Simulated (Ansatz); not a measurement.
Ansatz input

```yaml
crystal:
  lattice:
    - [1.8590183402, 0.0, 0.0]
    - [0.0, 1.8590183402, 0.0]
    - [0.0, 0.0, 1.8590183402]
  atoms:
    - { symbol: B, position: [0.0, 0.0, 0.0] }
hamiltonian:
  xc: r2scan
  pseudopotentials:
    kind: paw
    azcp:
      B: "pseudopotentials/B.paw.azcp"
basis:
  ecutwfc: 500
  fft_grid_basis: typed
kpoints:
  mp_grid: { grid: [19, 19, 19], shift: [0, 0, 0] }
magnetization:
  spin_polarized: false
scf:
  occupations: { method: fermi_dirac, width: 0.1 }
  lower_state_search: "off"
output:
  stress: true
  write_density: true
  write_potential: true
  elf: true
  volumetric_format: npy
```

and its output:

```
Engine: ansatz 0.2.0, x86_64-unknown-linux-gnu
Pseudopotentials: kind: paw
Pseudopotential: B, paw, valence charge 3, recommended cutoff 500 eV (meta_gga) 
Functional definition: r2SCAN
  parameter k0 = 0.174
  parameter k1 = 0.065
  parameter a1 = 4.9479
  exchange = r2scan_x(k0 = k0, k1 = k1, a1 = a1)
  correlation = r2scan_c
Crystal: 1 atoms, lattice volume = 6.425 Å³
Basis set: ecut = 500 eV, 171 PW (Γ), exchange–correlation on 60×60×60 points (64 copies of the dense FFT grid, shifted against one another)
Bands: 6, of which v1, the nominal top of the filled ones, is band 2 counted from 1 (1 counted from 0)
Symmetry: 48 space group operations
Space group: Pm-3m (ITA 221), of the structure as read, at distance tolerance 1.9e-5 Å
k-points: 220 of 6859
Non-local potential: B, projectors of the file, l = 0: 2, l = 1: 2, l = 2: 1
PAW form: soft (Blöchl's): semilocal exchange-correlation on the pseudo side does not see the compensation charge
PAW frozen core: B, regenerated for the run's functional (the file was generated under x = pbe(κ = 0.804, μ = 0.2195149727645171), c = pbe(β = 0.06672455060314922))
PAW one-centre angular grid: B, 302 points (default); XC on 160 Gauss nodes
Initial density: superposition of atomic densities (neutral atoms: chi_scale 0, normalization atom), corrected by the library's trained network
Initial wavefunctions: pseudopotential atomic-orbital guess
Functional: x = r2scan, c = r2scan; τ floored in thin density (d = 2e-4 eV/Å³)
SCF iter   1: F=-155.339082 eV  HF=-155.305763 eV  |F-HF|=3.33e-2  |Δ(HF+E_count)|=         —  Δρ=6.20e-3  dr2=1.09e-3  dr2_τ=8.52e-2  ethr=1.77e-3  ⟨swp⟩=4.9  Hψ=10420  notcnv=0
SCF iter   2: F=-155.341729 eV  HF=-155.340919 eV  |F-HF|=8.10e-4  |Δ(HF+E_count)|=   3.52e-2  Δρ=4.83e-3  dr2=6.25e-4  dr2_τ=1.43e-5  ethr=3.63e-5  ⟨swp⟩=2.0  Hψ=4339  notcnv=0  defer=61
SCF iter   3: F=-155.341842 eV  HF=-155.341777 eV  |F-HF|=6.55e-5  |Δ(HF+E_count)|=   8.58e-4  Δρ=1.63e-3  dr2=7.89e-5  dr2_τ=9.21e-6  ethr=2.08e-5  ⟨swp⟩=2.0  Hψ=1989  notcnv=0  defer=61
SCF iter   4: F=-155.341850 eV  HF=-155.341848 eV  |F-HF|=1.33e-6  |Δ(HF+E_count)|=   7.17e-5  Δρ=2.92e-4  dr2=2.77e-6  dr2_τ=5.68e-8  ethr=2.63e-6  ⟨swp⟩=1.9  Hψ=1588  notcnv=0  defer=61
iter 5 did not close the SCF: its close was put off for the readings that it lacked (scf_convergence_deferred on its scf_iter line)
SCF iter   5: F=-155.341850 eV  HF=-155.341850 eV  |F-HF|=2.35e-8  |Δ(HF+E_count)|=   1.43e-6  Δρ=2.19e-5  dr2=2.02e-8  dr2_τ=6.97e-10  ethr=9.24e-8  ⟨swp⟩=1.9  Hψ=1577  notcnv=0  defer=61
SCF iter   6: F=-155.341850 eV  HF=-155.341850 eV  |F-HF|=7.96e-9  |Δ(HF+E_count)|=   1.96e-8  Δρ=1.37e-5  dr2=4.67e-9  dr2_τ=2.44e-10  ethr=6.75e-10  ⟨swp⟩=5.4  Hψ=5763  notcnv=0
SCF 1 converged in 6 iterations: F = -155.341850 eV  dr2 = 4.67e-9
SCF converged after 6 iterations
Free energy (F): -155.341850 eV
Harris-Foulkes:  -155.341850 eV  (|F-HF|=7.96e-9)
Internal energy: -155.333028 eV  (E = F + TS)
E sigma→0 (E₀):  -155.337439 eV
Entropy (-TS):   -0.008822 eV (-8.822 meV/atom)
Fermi energy:    11.091555 eV
--- Per-component energies (eV) ---
  E_band       = 13.793273
  E_kinetic    = 47.564168
  E_local      = -5.837825  (includes V_loc(G=0)·N_el)
  E_nonlocal   = 12.052293
  E_hartree    = 0.915227
  E_xc         = -31.139236
  E_vxc        = -41.137796  (∫ρ·V_xc dr)
  E_paw        = -79.971668  (= ΣΔE_a)
  E_vpaw       = -2.739525  (= ΣTr[D̂ρ^β])
  E_aug_tail   = -0.000001  (compensation charges beyond the density's cutoff)
  E_vtau       = 2.061502  (kinetic-family band-sum trace: ∫τ·v_τ [+ j·A + Jᵃ·Aᵃ] dr)
  E_ewald      = -98.897545
  E_core_change = -0.018442  (= ΣΔE_core)
  E_smearing   = -0.008822  (= −TS)
  E_closure    = -0.000000  (closes the sum)
  Σ components = -155.341850   (vs F -155.341850, Δ=0.00e0)
--- Stress (GPa, compression-positive) ---
       10.494976       0.000000       0.000000
        0.000000      10.494976       0.000000
       -0.000000       0.000000      10.494976
  P = ⅓ Tr σ = 10.4950 GPa (104.950 kbar)
--- Band table (eV; the first three rows and the last of 220) ---
  k-point 0: bands = ["-6.2174", "26.2061", "26.2061", "26.2061", "36.5767", "36.5767"]
  k-point 1: bands = ["-6.1146", "25.0444", "26.2948", "26.2948", "36.6959", "37.8524"]
  k-point 2: bands = ["-5.8062", "22.5191", "26.5575", "26.5575", "37.0527", "40.6710"]
  k-point 219: bands = ["14.5577", "14.9331", "14.9331", "28.2983", "28.6724", "28.6724"]
```

Command:

```sh
ansatz run input.yaml --threads 1 --pin off --max-ram 3584MiB --backend cpu --events-out ev --progress --plain --runs-dir out
```

On 1 thread of Intel(R) Xeon(R) Platinum 8259CL CPU @ 2.50GHz (Skylake/Cascade Lake) (shared host) this took about 4.1 s of wall time and 4 s of CPU time.
